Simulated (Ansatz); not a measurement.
MoPt:
```cif
data_MoPt
_chemical_formula_sum 'Pt1 Mo1'
_space_group_name_H-M_alt 'P4/mmm'
_space_group_IT_number 123
_space_group_name_Hall '-P 4 2'
_cell_length_a 2.71058
_cell_length_b 2.71058
_cell_length_c 4.12538
_cell_angle_alpha 90.000
_cell_angle_beta 90.000
_cell_angle_gamma 90.000
loop_
_atom_site_label
_atom_site_type_symbol
_atom_site_symmetry_multiplicity
_atom_site_Wyckoff_symbol
_atom_site_fract_x
_atom_site_fract_y
_atom_site_fract_z
_atom_site_occupancy
Pt1 Pt 1 a 0.00000 0.00000 0.00000 1
Mo1 Mo 1 d 0.50000 0.50000 0.50000 1
```

Relaxed with r²SCAN.

**Question.** Tabulate the valence density and the electron localisation function along the shortest Pt–Mo contact (2.82 Å), DFT-r²SCAN in the program Ansatz with PAW potentials.

**Answer.** 

```
distance from Pt (Å)  density (e/Å³)   ELF
--------------------  --------------  ----
0.28                           10.18  0.58
0.42                            8.32  0.58
0.56                            5.95  0.57
0.70                            3.53  0.53
0.84                            1.73  0.45
0.99                            0.90  0.36
1.13                            0.57  0.33
1.27                            0.41  0.35
1.41                            0.35  0.32
1.55                            0.34  0.22
1.69                            0.41  0.17
1.83                            0.64  0.23
1.97                            1.27  0.42
2.11                            2.48  0.62
2.25                            4.17  0.71
2.39                            5.81  0.70
2.53                            6.78  0.58
```

The density is the valence pseudo-density with augmentation charge, so density and ELF within about 1 Å of a nucleus are not all-electron values.

The start of the workflow was typed in or built on a structure type; neither database checked (COD, Materials Project) lists it. Its standing as an ambient phase is unchecked. Symmetry was held in the r²SCAN relaxation; whether a distortion lowers the energy is not shown. The run is not spin-polarised. Spin–orbit coupling is left out wherever it is not named.

Potentials: the earlier of the program's two PAW sets.
